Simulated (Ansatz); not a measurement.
BaO in space group P6_3/mmc (No. 194; Ba on 2d, O on 2c) at seven volumes, plane-wave PAW LDA (Ansatz code), shape and atoms relaxed at each. One row is withheld.

| V (Å³/atom) | P (GPa) |
|---|---|
| 21.286 | ? |
| 21.987 | 4.84 |
| 22.689 | 2.23 |
| 23.391 | 0.00 |
| 24.093 | -1.90 |
| 24.794 | -3.51 |
| 25.496 | -4.89 |

Fit the shown pressures and predict the withheld one.

Third-order Birch–Murnaghan: P = (3/2)B₀(x^(7/2) − x^(5/2))[1 + (3/4)(B′ − 4)(x − 1)] with x = (V₀/V)^(2/3). Least squares on the six rows gives V₀ = 23.391 Å³/atom, B₀ = 68.38 GPa, B′ = 4.33. At V = 21.286, x = 1.0649 and P = 7.91 GPa. The run itself gave 7.90 GPa.

The first step of the workflow began from a Materials Project structure, measured or hypothetical; the Crystallography Open Database copy checked does not list it. It is not the phase usual at ambient conditions (space group No. 225). The cell was relaxed with LDA under the symmetry of its start; its stability against distortions is not shown here. Scalar-relativistic: spin–orbit coupling is off unless named, which matters more the heavier the elements.

Potentials: the later of the program's two PAW sets.
